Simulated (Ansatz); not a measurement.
Polymorphs of Ru, each relaxed with plane-wave PAW PBE (Ansatz code):

A: dhcp (α-La type) (P6_3/mmc)
a = 2.7087 Å, b = 2.7087 Å, c = 8.7005 Å, α = 90.00°, β = 90.00°, γ = 120.00°

| atom | site | symmetry | x | y | z |
|---|---|---|---|---|---|
| Ru | 2a | -3m. | 0.0000 | 0.0000 | 0.0000 |
| Ru | 2d | -6m2 | 0.6667 | 0.3333 | 0.2500 |

B: hcp (Mg type) (P6_3/mmc)
a = b = 2.7208 Å, c = 4.2952 Å, α = β = 90.00°, γ = 120.00°

| atom | site | symmetry | x | y | z |
|---|---|---|---|---|---|
| Ru | 2c | -6m2 | 0.3333 | 0.6667 | 0.2500 |

Task: Rank these by energy per atom at 0 K (lowest first), as PBE gives it.

Result: B (+0 meV/atom), A (+81 meV/atom)

Built on a structure type that need not be the filed one of that space group: A. Not the usual ambient phase: A. All cells were relaxed under the symmetry of their starts (and spin orders); stability against distortions was not tested throughout. Named crystals with no word on spin ran without spin polarisation. Scalar-relativistic: spin–orbit coupling is off unless named, which matters more the heavier the elements.

Energies hold the estimated change up to a 700 eV cutoff; steps of a few meV lie near the error of the meshes.

Potentials: the earlier of the program's two PAW sets.
